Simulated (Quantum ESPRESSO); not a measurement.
# Band energies of Ba2ScNbO6

```
Ba2ScNbO6
1.0
    0.00000     4.14417     4.14417
    4.14417     0.00000     4.14417
    4.14417     4.14417     0.00000
O Sc Nb Ba
6 1 1 2
Direct
  0.75618   0.24382   0.24382
  0.24382   0.75618   0.75618
  0.24382   0.75618   0.24382
  0.75618   0.24382   0.75618
  0.24382   0.24382   0.75618
  0.75618   0.75618   0.24382
  0.50000   0.50000   0.50000
  0.00000   0.00000   0.00000
  0.25000   0.25000   0.25000
  0.75000   0.75000   0.75000
```

PBEsol (pw.x of Quantum ESPRESSO, ONCV potentials, scalar-relativistic); path ΓXWKΓLUWLK,UX; energies in eV from the valence-band maximum.

```
k (1/Å)  point  band 36  band 37  band 38  band 39  band 40  band 41  band 42  band 43
-------  -----  -------  -------  -------  -------  -------  -------  -------  -------
0.00         Γ    -0.23    -0.23     0.00     0.00     0.00     2.65     2.65     2.65
0.38              -0.52    -0.52    -0.40    -0.40    -0.02     2.69     3.57     3.57
0.76         X    -0.92    -0.92    -0.59    -0.59    -0.05     2.74     4.21     4.21
0.76         W    -1.04    -0.99    -0.99    -0.43    -0.43     3.58     3.58     4.21
1.03         K    -1.00    -0.95    -0.93    -0.84    -0.20     3.21     4.03     4.08
1.43              -0.63    -0.59    -0.47    -0.35    -0.23     3.19     3.32     3.49
1.83         Γ    -0.23    -0.23     0.00     0.00     0.00     2.65     2.65     2.65
2.16              -0.53    -0.53    -0.30    -0.30    -0.16     3.11     3.17     3.17
2.49         L    -0.74    -0.64    -0.61    -0.61    -0.45     3.71     3.71     3.73
2.72              -0.88    -0.84    -0.68    -0.65    -0.37     3.56     3.82     3.87
2.95         U    -1.00    -0.95    -0.93    -0.84    -0.20     3.21     4.03     4.08
2.95         W    -1.04    -0.99    -0.99    -0.43    -0.43     3.58     3.58     4.21
3.22              -0.91    -0.91    -0.82    -0.47    -0.44     3.65     3.65     3.98
3.49         L    -0.74    -0.64    -0.61    -0.61    -0.45     3.71     3.71     3.73
3.72              -0.88    -0.84    -0.68    -0.65    -0.37     3.56     3.82     3.87
3.95         K    -1.00    -0.95    -0.93    -0.84    -0.20     3.21     4.03     4.08
3.95         U    -1.00    -0.95    -0.93    -0.84    -0.20     3.21     4.03     4.08
4.22         X    -0.92    -0.92    -0.59    -0.59    -0.05     2.74     4.21     4.21
```

The PBEsol gap is direct, 2.65 eV at Γ.

Spin-orbit splittings are left out.

Geometry of the Materials Project entry, not relaxed at this level.

The structure is a Materials Project entry; no match was found in the copy of COD used, and its stability was not checked.
